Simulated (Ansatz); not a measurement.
The cell comes from COD entry 1540807, which wasn't checked; take it as a given geometry. The listed cell was then made from it by scaling, straining or moving an atom.

An input for FePt: DFT, PBE, all-electron LAPW, scalar-relativistic (Ansatz 0.2.0).

Command: `ansatz run input.yaml --threads 1 --pin off --max-ram 3072MiB --backend cpu --events-out ev --progress --plain --runs-dir out` The run took about 160 s on 1 thread of a shared machine.

```yaml
crystal:
  lattice:
    - [2.7750333174, 0.0, 0.0]
    - [0.0, 2.7750333174, 0.0]
    - [0.0, 0.0, 3.772567443]
  atoms:
    - { symbol: Fe, position: [0.5, 0.5, 0.5], spin: 3.0 }
    - { symbol: Pt, position: [0.0, 0.0, 0.0] }
magnetization:
  spin_polarized: true
kpoints:
  mp_grid: { grid: [12, 12, 9] }
scf:
  occupations: { method: fermi_dirac, width: 0.05 }
hamiltonian:
  xc: pbe
  pseudopotentials: { kind: all_electron, lapw: { basis_error: 0.001 } }
output:
  forces: true
  stress: true
  eigenvalues: true
```

The results part of the log:

```
SCF 1 converged in 13 iterations: F = -535591.870710 eV  dr2 = 2.27e-8
SCF converged after 13 iterations
Magnetization: 3.3814 μB (30.6907 up, 27.3093 down)
Absolute magnetization: 3.5682 μB (∫|ρ↑−ρ↓|)
Spin contamination: 0.0945 ħ² per cell (⟨S²⟩ above its minimum at these occupations)
Per-site moments (μB) at R_I (Å): [(3.069073450149956, 1.3343340216456634), (0.3755523347903562, 1.3875166380243835)]
Free energy (F): -535591.870710 eV
Harris-Foulkes:  -535591.870710 eV  (|F-HF|=6.27e-8)
Internal energy: -535591.858239 eV  (E = F + TS)
E sigma→0 (E₀):  -535591.864475 eV
Entropy (-TS):   -0.012471 eV (-6.235 meV/atom)
Fermi energy:    22.193714 eV
--- Per-component energies (eV) ---
  E_band       = -3745.069506
  E_kinetic    = 603997.234482
  E_xc         = -11216.256801
  E_electrostatic = -1128372.835919  (all electrons and nuclei)
  E_smearing   = -0.012471  (= −TS)
  E_closure    = 0.000000  (closes the sum)
  E_atoms      = -535576.222446  (free atoms, spherical and without spin; not in F)
  Σ components = -535591.870710   (vs F -535591.870710, Δ=0.00e0)
  Basis errors (estimates in eV, not in F): energy 2.2e-4 per atom: plane waves 1.7e-4 (8.8e-5 summed), levels above the bands 1.3e-100, relativity 4.0e-8, radial functions 4.6e-5, core shells 9.9e-8; eigenvalues (radial functions only) 3.9e-6; not estimated: angular momenta, meshes, grids; target (lapw.basis_error) 1.0e-3; muffin-tin radii Fe 1.334 Å, Pt 1.388 Å
--- Forces (eV/Å), atoms counted from 1 ---
  atom   1  Fe     0.00000000     0.00000000     0.00000000
  atom   2  Pt     0.00000000     0.00000000     0.00000000
  max |Σ_I F_I| component: 0.00e0 eV/Å
--- Stress (GPa, compression-positive) ---
       -6.865805       0.000000       0.000000
        0.000000      -6.865805       0.000000
        0.000000       0.000000      -5.536836
  P = ⅓ Tr σ = -6.4228 GPa (-64.228 kbar)
--- Band table (eV; the first three rows and the last of 280) ---
  k-point 0 ↑: bands = ["-281.0502", "-281.0277", "-281.0222", "-281.0222", "-280.9907", "-76.3313", "-66.7510", "-44.7848", "-44.7816", "-44.7816", "-44.7682", "-44.7490", "-44.7490", "-44.7407", "-32.9467", "-32.6706", "-32.6706", "-30.5366", "-30.4591", "-30.4591", "12.9516", "16.1689", "16.3811", "18.8252", "18.8252", "19.3081", "19.9796", "20.2162", "21.5928", "21.6744", "21.6744", "24.4388", "31.3887", "33.3725", "33.3725", "39.0828", "40.2218"]
  k-point 1 ↑: bands = ["-281.0502", "-281.0277", "-281.0222", "-281.0222", "-280.9907", "-76.3313", "-66.7510", "-44.7848", "-44.7816", "-44.7816", "-44.7682", "-44.7490", "-44.7490", "-44.7407", "-32.9460", "-32.6704", "-32.6704", "-30.5384", "-30.4593", "-30.4593", "13.1012", "16.2302", "16.4256", "18.8823", "18.8823", "19.2422", "20.0022", "20.1482", "21.5402", "21.5402", "21.5653", "23.6853", "32.3333", "33.6795", "33.6795", "38.6188", "40.7185"]
  k-point 2 ↑: bands = ["-281.0502", "-281.0277", "-281.0222", "-281.0222", "-280.9907", "-76.3313", "-66.7510", "-44.7848", "-44.7816", "-44.7816", "-44.7682", "-44.7490", "-44.7490", "-44.7407", "-32.9442", "-32.6699", "-32.6699", "-30.5429", "-30.4598", "-30.4598", "13.5289", "16.3893", "16.5478", "19.0522", "19.0522", "19.0661", "19.9611", "20.0632", "21.1846", "21.1846", "21.4918", "22.1610", "34.3889", "34.5446", "34.5446", "38.0413", "40.4843"]
  k-point 139 ↓: bands = ["-281.0068", "-280.9876", "-280.9876", "-280.9861", "-280.9615", "-76.0545", "-63.2341", "-44.7253", "-44.7217", "-44.7217", "-44.7067", "-44.6971", "-44.6971", "-44.6966", "-30.3747", "-30.3747", "-30.1950", "-29.3963", "-29.3785", "-29.3785", "16.6678", "17.7842", "17.7842", "20.0581", "21.0018", "21.0018", "21.1421", "22.9980", "23.0768", "23.8587", "29.1346", "29.1346", "30.0952", "30.6068", "31.0354", "31.0354", "31.3760"]
```
